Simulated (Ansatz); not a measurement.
Ti5Si4:
```cif
data_Si16Ti20
_chemical_formula_sum 'Ti20 Si16'
_space_group_name_H-M_alt 'P41212'
_space_group_IT_number 92
_space_group_name_Hall 'P 4abw 2nw'
_cell_length_a 6.68452
_cell_length_b 6.68452
_cell_length_c 12.15507
_cell_angle_alpha 90.000
_cell_angle_beta 90.000
_cell_angle_gamma 90.000
loop_
_atom_site_label
_atom_site_type_symbol
_atom_site_symmetry_multiplicity
_atom_site_Wyckoff_symbol
_atom_site_fract_x
_atom_site_fract_y
_atom_site_fract_z
_atom_site_occupancy
Ti1 Ti 8 b 0.49585 0.35079 0.12810 1
Ti2 Ti 8 b 0.00292 0.34590 0.21779 1
Ti3 Ti 4 a 0.17116 0.17116 0.00000 1
Si1 Si 8 b 0.30058 0.04540 0.18695 1
Si2 Si 8 b 0.35728 0.29458 0.32723 1
```

This is the r²SCAN-relaxed structure.

**Question.** All from the program Ansatz at the r²SCAN level (PAW), unless another level is named. Give the electronic character.

**Answer.** metallic (no gap).

**Question.** Next, the formation energy from the elements (no fitted shifts)?

**Answer.** -819 meV/atom.

**Question.** Give the density of states at the Fermi level.

**Answer.** 0.63 states/eV per atom (mean over ±0.08 eV).

Space group P4_12_12. The first step of the workflow began from a Materials Project structure, measured or hypothetical; the Crystallography Open Database copy checked does not list it. Whether it is the stable phase at ambient conditions was not checked. The cell was relaxed with r²SCAN under the symmetry of its start; whether a distortion lowers the energy is not shown. No spin polarisation was allowed. The references are the lowest solids computed at this level, not always the standard phases.

Potentials: the later of the program's two PAW sets.
